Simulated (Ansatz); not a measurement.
Rocksalt alloy of PbS and PbSe (4 of 32 S sites exchanged), 64 atoms

All numbers below come from Ansatz, DFT, PBEsol, PAW, plane waves.

Input:

```yaml
crystal:
  lattice:
    - [11.848000, 0.000000, 0.000000]
    - [0.000000, 11.848000, 0.000000]
    - [0.000000, 0.000000, 11.848000]
  atoms:
    - { symbol: Se, position: [0.250094, 0.000113, 0.002296] }
    - { symbol: Se, position: [0.251908, 0.998547, 0.498821] }
    - { symbol: Se, position: [0.749381, 0.999583, 0.500887] }
    - { symbol: Se, position: [0.751591, 0.500576, 0.499802] }
    - { symbol: S, position: [0.248790, 0.499738, 0.000946] }
    - { symbol: S, position: [0.249389, 0.500040, 0.500667] }
    - { symbol: S, position: [0.749992, 0.999219, 0.000951] }
    - { symbol: S, position: [0.751376, 0.500777, 0.996903] }
    - { symbol: S, position: [0.002711, 0.248533, 0.003074] }
    - { symbol: S, position: [0.997484, 0.248950, 0.499485] }
    - { symbol: S, position: [0.003139, 0.753079, 0.000265] }
    - { symbol: S, position: [0.999153, 0.751837, 0.498625] }
    - { symbol: S, position: [0.498308, 0.248236, 0.999472] }
    - { symbol: S, position: [0.498945, 0.249943, 0.498589] }
    - { symbol: S, position: [0.499656, 0.752591, 0.998123] }
    - { symbol: S, position: [0.500721, 0.750288, 0.501715] }
    - { symbol: S, position: [0.998017, 0.998136, 0.250552] }
    - { symbol: S, position: [0.001671, 0.000615, 0.752103] }
    - { symbol: S, position: [0.999825, 0.499327, 0.246318] }
    - { symbol: S, position: [0.000603, 0.498551, 0.749296] }
    - { symbol: S, position: [0.499891, 0.000339, 0.249032] }
    - { symbol: S, position: [0.500113, 0.003016, 0.749370] }
    - { symbol: S, position: [0.501025, 0.499161, 0.250219] }
    - { symbol: S, position: [0.503256, 0.499269, 0.749759] }
    - { symbol: S, position: [0.249832, 0.249310, 0.249889] }
    - { symbol: S, position: [0.249292, 0.248577, 0.747970] }
    - { symbol: S, position: [0.249039, 0.749395, 0.251721] }
    - { symbol: S, position: [0.251047, 0.751139, 0.751907] }
    - { symbol: S, position: [0.750559, 0.251908, 0.249927] }
    - { symbol: S, position: [0.749491, 0.249898, 0.754177] }
    - { symbol: S, position: [0.750177, 0.748743, 0.251338] }
    - { symbol: S, position: [0.749421, 0.747562, 0.751180] }
    - { symbol: Pb, position: [0.002292, 0.999682, 0.999941] }
    - { symbol: Pb, position: [0.999097, 0.002328, 0.499496] }
    - { symbol: Pb, position: [0.001387, 0.500883, 0.998249] }
    - { symbol: Pb, position: [0.000174, 0.499675, 0.500875] }
    - { symbol: Pb, position: [0.498513, 0.003035, 0.997091] }
    - { symbol: Pb, position: [0.499239, 0.998082, 0.501309] }
    - { symbol: Pb, position: [0.501627, 0.499868, 0.998701] }
    - { symbol: Pb, position: [0.499180, 0.502401, 0.501326] }
    - { symbol: Pb, position: [0.248347, 0.248854, 0.999268] }
    - { symbol: Pb, position: [0.251538, 0.251544, 0.499025] }
    - { symbol: Pb, position: [0.246295, 0.750319, 0.998871] }
    - { symbol: Pb, position: [0.253314, 0.748966, 0.500009] }
    - { symbol: Pb, position: [0.748156, 0.247728, 0.998252] }
    - { symbol: Pb, position: [0.748938, 0.251752, 0.500255] }
    - { symbol: Pb, position: [0.749678, 0.748606, 0.003324] }
    - { symbol: Pb, position: [0.752571, 0.750187, 0.501973] }
    - { symbol: Pb, position: [0.248305, 0.000538, 0.248465] }
    - { symbol: Pb, position: [0.247788, 0.998781, 0.750706] }
    - { symbol: Pb, position: [0.249626, 0.497052, 0.248232] }
    - { symbol: Pb, position: [0.248037, 0.500259, 0.750718] }
    - { symbol: Pb, position: [0.750506, 0.002461, 0.250298] }
    - { symbol: Pb, position: [0.752231, 0.001705, 0.751884] }
    - { symbol: Pb, position: [0.748080, 0.499968, 0.251340] }
    - { symbol: Pb, position: [0.747752, 0.498986, 0.747845] }
    - { symbol: Pb, position: [0.000461, 0.249848, 0.251445] }
    - { symbol: Pb, position: [0.996949, 0.248199, 0.747840] }
    - { symbol: Pb, position: [0.997416, 0.746776, 0.249781] }
    - { symbol: Pb, position: [0.999695, 0.751043, 0.748933] }
    - { symbol: Pb, position: [0.499377, 0.250127, 0.250498] }
    - { symbol: Pb, position: [0.501074, 0.250914, 0.749375] }
    - { symbol: Pb, position: [0.498724, 0.752019, 0.252157] }
    - { symbol: Pb, position: [0.497549, 0.749077, 0.749516] }
  symmetry: { detect: false }
kpoints:
  mp_grid: { grid: [1, 1, 1], shift: [0.25, 0.25, 0.25] }
hamiltonian:
  xc: pbesol
scf:
  occupations: { method: fermi_dirac, width: 0.01 }
relax:
  f_tol: 0.03
  max_steps: 80
  escape_saddle: false
  adjacent_minimum: "off"
  cell: { fix: [shape] }
output:
  forces: true
  eigenvalues: true
  populations: true
```

Launch command:

```sh
ansatz run in.yaml --threads 4 --pin off --max-ram 61750MiB --runs-dir r --events-out ev --progress --plain --backend cuda --devices 0, --max-vram 37GiB
```

Output (machine lines and repeated set-up lines are left out; […] marks rows cut from tables):

```
Pseudopotentials: kind: paw
Functional definition: PBEsol
  exchange = pbesol_x
  correlation = pbesol_c
Crystal: 64 atoms, lattice volume = 1663.164 Å³
Basis set: ecut = 420 eV, 32423 PW (Γ), exchange–correlation on 160×160×160 points (8 copies of the dense FFT grid, shifted against one another)
Bands: 408, of which v1, the nominal top of the filled ones, is band 340 counted from 1 (339 counted from 0)
Symmetry: 1 space group operations
k-points: 1
Non-local potential: Se, projectors of the file, l = 0: 2, l = 1: 2, l = 2: 3, l = 3: 1
Non-local potential: S, projectors of the file, l = 0: 2, l = 1: 2, l = 2: 2
Non-local potential: Pb, projectors of the file, l = 0: 2, l = 1: 2, l = 2: 2, l = 3: 2
PAW form: soft (Blöchl's): semilocal exchange-correlation on the pseudo side does not see the compensation charge
PAW frozen core: Se, regenerated for the run's functional, and the local potential with it (the file was generated under x = pbe(κ = 0.804, μ = 0.2195149727645171), c = pbe(β = 0.06672455060314922))
[…]
Initial density: superposition of atomic densities (neutral atoms: chi_scale 0, normalization atom), corrected by the library's trained network
Initial wavefunctions: pseudopotential atomic-orbital guess
Functional: x = pbesol(κ = 0.804, μ = 0.12345679012345678), c = pbesol(β = 0.046)
SCF iter   1: F=—  HF=-422667.079792 eV  |F-HF|=—  |Δ(HF+E_count)|=         —  Δρ=4.41e-3  dr2=6.04e-1  ethr=1.77e-3  ⟨swp⟩=6.0  Hψ=1720  notcnv=0  defer=25
[…]
SCF iter   2: F=—  HF=-422666.917257 eV  |F-HF|=—  |Δ(HF+E_count)|=   1.63e-1  Δρ=1.22e-3  dr2=3.76e-2  ethr=8.88e-5  ⟨swp⟩=2.0  Hψ=564  notcnv=0  defer=61
[…]
SCF 1 converged in 8 iterations: F = -422666.910014 eV  dr2 = 3.46e-8
  greatest PAW one-centre occupation: 1.000 electrons in one spin orbital (limit 2), on the Se atom at site 0 (counted from 0), in its partial waves of l = 2
relax step   1: F+E_penalty+E_count = -422666.91001384 eV  Δ(F+E_penalty+E_count) = +0.000e0 eV  max|allowed force component| = 4.716e-1 eV/Å  Δτ_max = 0.0000 Å  P = +0.076 GPa  Ω = 1663.164 Å³  fix = [alpha, beta, gamma, b/a, c/a]  reactions: b/a -0.011, c/a -0.002 GPa; alpha +0.033, beta +0.036, gamma +0.032 GPa/rad  (8 SCF iters, dr2 threshold 1.00e-7 eV, accepted)
Crystal: 64 atoms, lattice volume = 1666.455 Å³
Basis set: ecut = 420 eV, 32531 PW (Γ), exchange–correlation on 160×160×160 points (8 copies of the dense FFT grid, shifted against one another)
Initial density: handed on by an earlier stage of this run
Initial wavefunctions: those handed on with the density
[…]
preconditioner: auto → Resta (q_TF=auto, 2.350 Å⁻¹)  ε∞=3.7  [insulator: Δε(μ)=1.513 eV  Ē_g=13.997 eV  σ=0.010 eV  W_gap=1.00  n_scr=364 (ndim 8)  ℏωp=23.0 eV  f_vac=0.001  D(μ)=0.00/eV (n_scr^D=0)  ε∞_Penn≈3.7]
[…]
SCF 2 converged in 7 iterations: F = -422666.847111 eV  dr2 = 1.05e-6
  greatest PAW one-centre occupation: 1.000 electrons in one spin orbital (limit 2), on the Se atom at site 1 (counted from 0), in its partial waves of l = 2
relax step   2: F+E_penalty+E_count = -422666.84711075 eV  Δ(F+E_penalty+E_count) = +6.290e-2 eV  max|allowed force component| = 6.089e-1 eV/Å  Δτ_max = 0.1701 Å  P = -0.038 GPa  Ω = 1666.455 Å³  energy of the carried Pulay correction = -2.972e-4 eV  fix = [alpha, beta, gamma, b/a, c/a]  (7 SCF iters, dr2 threshold 6.40e-6 eV, rejected (line search))
Crystal: 64 atoms, lattice volume = 1663.608 Å³
[…]
preconditioner: auto → Resta (q_TF=auto, 2.350 Å⁻¹)  ε∞=3.7  [insulator: Δε(μ)=1.498 eV  Ē_g=14.004 eV  σ=0.010 eV  W_gap=1.00  n_scr=364 (ndim 8)  ℏωp=23.0 eV  f_vac=0.000  D(μ)=0.00/eV (n_scr^D=0)  ε∞_Penn≈3.7]
[…]
SCF 3 converged in 10 iterations: F = -422667.139205 eV  dr2 = 5.29e-10
relax step   3: F+E_penalty+E_count = -422667.13920550 eV  Δ(F+E_penalty+E_count) = -2.292e-1 eV  max|allowed force component| = 1.189e-2 eV/Å  Δτ_max = 0.0771 Å  P = -0.000 GPa  Ω = 1663.608 Å³  energy of the carried Pulay correction = -4.015e-5 eV  fix = [alpha, beta, gamma, b/a, c/a]  reactions: b/a -0.000, c/a -0.000 GPa; alpha +0.034, beta +0.034, gamma +0.033 GPa/rad  (10 SCF iters, accepted
Initial wavefunctions: pseudopotential atomic-orbital guess (no wavefunctions were taken with the density)
[…]
preconditioner: auto → Resta (q_TF=auto, 2.350 Å⁻¹)  ε∞=3.7  [insulator: Δε(μ)=1.513 eV  Ē_g=14.004 eV  σ=0.010 eV  W_gap=1.00  n_scr=364 (ndim 8)  ℏωp=23.0 eV  f_vac=0.000  D(μ)=0.00/eV (n_scr^D=0)  ε∞_Penn≈3.7]
[…]
SCF iter   4: F=—  HF=-422667.139205 eV  |F-HF|=—  |Δ(HF+E_count)|=   9.34e-8  Δρ=1.70e-7  dr2=6.83e-10  ethr=1.39e-12  ⟨swp⟩=2.0  Hψ=748  notcnv=0
SCF iter   5: F=-422667.139205 eV  HF=-422667.139205 eV  |F-HF|=1.75e-10  |Δ(HF+E_count)|=    0.00e0  Δρ=5.72e-8  dr2=6.25e-11  ethr=1.00e-12  ⟨swp⟩=11.0  Hψ=1718  notcnv=0
SCF 4 converged in 5 iterations: F = -422667.139205 eV  dr2 = 6.25e-11
relax step   4: F+E_penalty+E_count = -422667.13920535 eV  Δ(F+E_penalty+E_count) = +1.445e-7 eV  max|allowed force component| = 1.189e-2 eV/Å  Δτ_max = 0.0000 Å  P = -0.000 GPa  Ω = 1663.608 Å³  fix = [alpha, beta, gamma, b/a, c/a]  reactions: b/a -0.000, c/a -0.000 GPa; alpha +0.034, beta +0.034, gamma +0.034 GPa/rad  stress off target by 4.76e-4 GPa on what of the cell is left free  SCF on the
SCF converged after 5 iterations
Free energy (F): -422667.139205 eV
Harris-Foulkes:  -422667.139205 eV  (|F-HF|=1.75e-10)
Internal energy: -422667.139205 eV  (E = F + TS)
E sigma→0 (E₀):  -422667.139205 eV
Fermi energy:    8.867967 eV
--- Per-component energies (eV) ---
  E_band       = -3211.871228
  E_kinetic    = 12644.973592
  E_local      = -49861.827423  (includes V_loc(G=0)·N_el)
  E_nonlocal   = 9700.702016
  E_hartree    = 20640.552927
  E_xc         = -10129.677310
  E_vxc        = -7101.672269  (∫ρ·V_xc dr)
  E_paw        = -351937.005634  (= ΣΔE_a)
  E_vpaw       = -9875.152363  (= ΣTr[D̂ρ^β])
  E_aug_tail   = -0.000714  (compensation charges beyond the density's cutoff)
  E_ewald      = -53732.612774
  E_core_change = 7.756113  (= ΣΔE_core)
  E_smearing   = -0.000000  (= −TS)
  E_closure    = 0.000000  (closes the sum)
  Σ components = -422667.139205   (vs F -422667.139205, Δ=0.00e0)
--- Forces (eV/Å), atoms counted from 1 ---
  atom   1  Se     0.00332825     0.00191037    -0.00038950
  atom   2  Se     0.00026165     0.00434761     0.00181108
  atom   3  Se     0.00107632     0.00254935     0.00118113
  atom   4  Se     0.00241115     0.00092945     0.00123579
  atom   5  S     -0.00078682    -0.00319009    -0.00149874
  atom   6  S     -0.00017425     0.00139345    -0.00422888
  atom   7  S     -0.00247123     0.00002483    -0.00346677
  atom   8  S     -0.00334333    -0.00213260     0.00157467
  atom   9  S     -0.00223217    -0.00005237    -0.00302770
  atom  10  S      0.00635232     0.00544322    -0.00301865
  atom  11  S     -0.00815020    -0.00131978     0.00289340
  atom  12  S      0.00856303    -0.00265487     0.00424079
  atom  13  S     -0.00360942     0.00408419     0.00174504
  atom  14  S      0.00216548     0.00399877     0.00144740
  atom  15  S     -0.00853611     0.00074773     0.00204616
  atom  16  S      0.00250913    -0.00115129     0.00191706
  atom  17  S     -0.00102176    -0.00040509    -0.00941457
  atom  18  S     -0.00601294     0.00051628     0.00127460
  atom  19  S     -0.00513283    -0.00071900     0.00470752
  atom  20  S     -0.00685701     0.00009308     0.00147585
  atom  21  S      0.00012575     0.00252384    -0.00383471
  atom  22  S      0.00061922    -0.00315310     0.00709423
  atom  23  S      0.00042740     0.00466361     0.00027396
  atom  24  S     -0.00815423     0.00219523     0.00120171
  atom  25  S     -0.00147470     0.00152134     0.00054698
  atom  26  S     -0.00410708     0.00083319     0.00135722
  atom  27  S      0.00069578    -0.00195748    -0.00977952
  atom  28  S     -0.00383927    -0.00368983    -0.00222817
  atom  29  S     -0.00199431     0.00250800    -0.00410211
  atom  30  S      0.00012491     0.00757599    -0.00545091
  atom  31  S     -0.00253474    -0.00122039    -0.00019003
  atom  32  S     -0.00357918     0.00234502     0.00032801
  atom  33  Pb    -0.00691820     0.00102041    -0.00422698
  atom  34  Pb    -0.00172916    -0.00338381     0.00067563
  atom  35  Pb    -0.00239015     0.00327756    -0.00002969
  atom  36  Pb     0.00541342    -0.00523120    -0.00210500
  atom  37  Pb     0.00696338    -0.00585838     0.00274270
  atom  38  Pb    -0.00133977    -0.00341835     0.00026785
  atom  39  Pb    -0.00091974    -0.00485497    -0.00321719
  atom  40  Pb    -0.00652940    -0.00494734     0.00117572
  atom  41  Pb     0.00857113     0.00993304     0.00248343
  atom  42  Pb    -0.00394002    -0.00083278    -0.00022591
  atom  43  Pb     0.01063511    -0.00793650     0.00309934
  atom  44  Pb    -0.00354471    -0.00481773     0.00239749
  atom  45  Pb     0.00952189    -0.00036420     0.00494134
  atom  46  Pb     0.00169042     0.00706156     0.00606279
  atom  47  Pb     0.00307715     0.00132587    -0.00369020
  atom  48  Pb    -0.00774385    -0.00930962    -0.00700867
  atom  49  Pb    -0.00180729    -0.00024193    -0.01047458
  atom  50  Pb     0.00650050     0.00255899     0.00719090
  atom  51  Pb    -0.00188348     0.00358425     0.00497703
  atom  52  Pb     0.00611004     0.00106726     0.00336312
  atom  53  Pb    -0.00452811    -0.00561061    -0.00388062
  atom  54  Pb     0.00136202    -0.00060967     0.00090422
  atom  55  Pb     0.00372876    -0.00158791    -0.00931077
  atom  56  Pb     0.00789180     0.00020109     0.01188714
  atom  57  Pb     0.00050090    -0.00023334     0.00097557
  atom  58  Pb     0.00190881     0.00152671     0.00354997
  atom  59  Pb     0.00659522     0.00376544     0.00570126
  atom  60  Pb     0.00145467     0.00255079     0.00279214
  atom  61  Pb     0.00057591    -0.00282645    -0.00161752
  atom  62  Pb     0.00094011     0.00060699    -0.00351898
  atom  63  Pb     0.00201551    -0.00352330    -0.00104761
  atom  64  Pb     0.00316740    -0.00145118    -0.00255906
  max |Σ_I F_I| component: 2.77e-6 eV/Å
--- Stress (GPa, compression-positive) ---
        0.000089      -0.033550      -0.033726
       -0.033550      -0.000931      -0.033601
       -0.033726      -0.033601      -0.000586
  P = ⅓ Tr σ = -0.0005 GPa (-0.005 kbar)
--- Band table (eV) ---
  k-point 0: bands = ["-38.7885", "-38.7883", "-38.7857", "-38.7856", "-38.7824", "-38.7823", "-38.7799", "-38.7796", "-38.7788", "-38.7785", "-38.7740", "-38.7735", "-38.7702", "-38.7698", "-38.7692", "-38.7685", "-38.7656", "-38.7651", "-38.7635", "-38.7629", "-8.3099", "-8.2831", "-8.2814", "-8.2741", "-8.2686", "-8.2625", "-8.2504", "-8.2494", "-8.2492", "-8.2380", "-8.2345", "-8.2301", "-8.22 …
--- Relaxed structure (3 steps of the walk, 2 accepted, 1 SCFs on fresh bases) ---
  F+E_penalty+E_count = -422667.13920535 eV   max|allowed force component| = 1.189e-2 eV/Å   (the final SCF, on the basis selected at the relaxed cell)
  cell:  # Å, volume = 1663.6085 Å³
    - [11.849054846180941, -5.383464565191927e-147, 1.093425003735947e-144]
    - [-5.383464565191927e-147, 11.849054846180941, 3.9994425444093618e-146]
    - [1.093425003735947e-144, 3.9994425444093618e-146, 11.849054846180941]
  atoms:
    - { symbol: Se, position: [0.24988033249745578, 1.69708398501165e-5, 0.0002222349699780458] }
    - { symbol: Se, position: [0.24991322686064638, 0.9999546939744941, 0.5001946166569262] }
    - { symbol: Se, position: [0.7499029134971755, 0.9999536947059007, 0.5002857276377325] }
    - { symbol: Se, position: [0.7498689333543206, 0.4999790175369595, 0.49997780143369086] }
    - { symbol: S, position: [0.2500725360769943, 0.5000877908360181, 0.00015046419718617253] }
    - { symbol: S, position: [0.2498928480598371, 0.49998455497087124, 0.5002345435532578] }
    - { symbol: S, position: [0.7499563301385735, 1.0001121570761753, 0.00033351396840293756] }
    - { symbol: S, position: [0.7501156859107935, 0.5001387092436524, 0.999967226321666] }
    - { symbol: S, position: [-0.00027401325170592415, 0.2503605990354908, 0.0002813413645522286] }
    - { symbol: S, position: [0.9999464049714186, 0.2503065960480996, 0.5002914184331859] }
    - { symbol: S, position: [9.266722794499545e-5, 0.7496705035880804, -8.666864780873086e-5] }
    - { symbol: S, position: [0.9999328738103604, 0.7497388826880977, 0.49990688393601673] }
    - { symbol: S, position: [0.500330551549996, 0.2503942447316241, 1.000020564609217] }
    - { symbol: S, position: [0.4994244387714976, 0.25032254876303117, 0.5000141769349933] }
    - { symbol: S, position: [0.5006760540231928, 0.7497376846002319, 1.0000435793161229] }
    - { symbol: S, position: [0.49944210175939435, 0.7497094431103185, 0.5000476314455976] }
    - { symbol: S, position: [0.9997106604283711, 1.0000563328485002, 0.25015101301647097] }
    - { symbol: S, position: [-0.00018665854944317943, -5.396069845121403e-5, 0.7506639271144783] }
    - { symbol: S, position: [1.0004332914325813, 0.5000672515437765, 0.2494888733350176] }
    - { symbol: S, position: [0.000647093487478456, 0.49996312178328334, 0.7502557673638823] }
    - { symbol: S, position: [0.5003047620431751, -1.1331064415078132e-5, 0.24983262185740454] }
    - { symbol: S, position: [0.5003110526002088, 0.00016370547976598193, 0.7503417923517476] }
    - { symbol: S, position: [0.4997530193875969, 0.49993616939137353, 0.24966969402335037] }
    - { symbol: S, position: [0.5000776418577161, 0.5000588526277266, 0.7503756573007154] }
    - { symbol: S, position: [0.2500257856781154, 0.25070172675113117, 0.2500803328148695] }
    - { symbol: S, position: [0.25002462101633594, 0.25073098289028256, 0.7501690028710692] }
    - { symbol: S, position: [0.2499587364066462, 0.7494518408284074, 0.2504018734239355] }
    - { symbol: S, position: [0.2501485766425059, 0.7495038337768585, 0.7503717934716799] }
    - { symbol: S, position: [0.7500115952187077, 0.2500779413587787, 0.2496693501240999] }
    - { symbol: S, position: [0.7499586187655041, 0.2497825330055423, 0.7510040355278237] }
    - { symbol: S, position: [0.7500204246052086, 0.7500195250601942, 0.24957427926722536] }
    - { symbol: S, position: [0.7501792916806245, 0.7497719905373271, 0.7508748733719262] }
    - { symbol: Pb, position: [-0.003983028025002129, 0.9998167247887829, 1.0002449271869382] }
    - { symbol: Pb, position: [0.9998945518468876, 0.00016649864409942243, 0.4999908637205543] }
    - { symbol: Pb, position: [-0.00021271945431121578, 0.4996297872557778, 0.9997636808930052] }
    - { symbol: Pb, position: [0.003600411153151028, 0.5001184807953274, 0.4998006534216623] }
    - { symbol: Pb, position: [0.5035065325813178, 0.0001536723077576414, 0.9998959757390684] }
    - { symbol: Pb, position: [0.4998844999515203, 1.000191387561363, 0.500024135903186] }
    - { symbol: Pb, position: [0.49978673965594045, 0.500225717605698, 0.9999777067153559] }
    - { symbol: Pb, position: [0.496066062153764, 0.5003634580920809, 0.4999241541067879] }
    - { symbol: Pb, position: [0.24924283084790094, 0.254120494719311, 0.9997458932018625] }
    - { symbol: Pb, position: [0.24985219301594713, 0.254539506672119, 0.4998877076599732] }
    - { symbol: Pb, position: [0.24933927992124905, 0.7455903597663236, 0.9997882541692498] }
    - { symbol: Pb, position: [0.24989154898440297, 0.7455411985149315, 0.4997206794464336] }
    - { symbol: Pb, position: [0.7492888866000342, 0.2506333285165135, 0.9997911707332765] }
    - { symbol: Pb, position: [0.7496591971987444, 0.2503105612072267, 0.4997194100034232] }
    - { symbol: Pb, position: [0.7495668916615059, 0.7491316089372784, 0.00010056706971341664] }
    - { symbol: Pb, position: [0.749987890078001, 0.7496928160176817, 0.5002159074323772] }
    - { symbol: Pb, position: [0.2497865781715411, -0.00021878788953949083, 0.24982875325852788] }
    - { symbol: Pb, position: [0.24946009146992862, 0.9996917608789715, 0.7504351378345004] }
    - { symbol: Pb, position: [0.24976261945326242, 0.4997291760173991, 0.24894414960618483] }
    - { symbol: Pb, position: [0.24957627846843616, 0.499791746377051, 0.7504643226629356] }
    - { symbol: Pb, position: [0.7499247399214618, 0.0001075305487248281, 0.24571631586924653] }
    - { symbol: Pb, position: [0.74965837814254, -0.0002007965904910067, 0.7546970430288529] }
    - { symbol: Pb, position: [0.7496168092317087, 0.49999778358020164, 0.2456201489226763] }
    - { symbol: Pb, position: [0.749388160744346, 0.4997508612844289, 0.7540946780204543] }
    - { symbol: Pb, position: [-0.0003158971681382014, 0.24966307718947067, 0.2501621826430877] }
    - { symbol: Pb, position: [0.9994935371485737, 0.24940685770382587, 0.7494853521594708] }
    - { symbol: Pb, position: [0.9994902565201658, 0.7499674673346789, 0.24992618784556134] }
    - { symbol: Pb, position: [0.9996357163687363, 0.7498934453125511, 0.7494726973850085] }
    - { symbol: Pb, position: [0.4996249782318161, 0.2498077414411227, 0.25022833244864523] }
    - { symbol: Pb, position: [0.4995312448995808, 0.24962980530361334, 0.7497737470391402] }
    - { symbol: Pb, position: [0.4996527213698927, 0.7504676237338963, 0.25028764218048877] }
    - { symbol: Pb, position: [0.4996026208958669, 0.7502594985028453, 0.7498386783259368] }
--- Löwdin populations: 64 sites ---
  site symbol       q [e]
     0     Se     16.3291
     1     Se     16.3213
[…]
    62     Pb     13.5172
    63     Pb     13.5171
  spilling = 0.002908 (of n_electrons = 680.000000)
```

Total energies depend on the potentials used, so only differences within one code and one set of settings carry meaning.

Time: 24 s of wall time on one NVIDIA H100 with 4 processor threads, on a host shared with other runs; peak host memory 1.5 GiB.
